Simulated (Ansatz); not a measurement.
KMgF3 (cubic perovskite), relaxed and computed with several functionals in Ansatz (plane waves, PAW).

```tsv
functional	a (Å)	gap (eV)	B₀ by P(V) fit (GPa)
r²SCAN	3.981	8.30	78.0
HSE06	4.005	9.46	73.0
PBEsol	3.991	7.12	72.3
PBE	4.054	6.96	66.2
LDA	3.908	7.44	86.3
```

All cells were relaxed under the symmetry of their starts (and spin orders); stability against distortions was not tested throughout.

Potentials: the later of the program's two PAW sets.

Ansatz (a program for electronic structure) is a plane-wave DFT program.
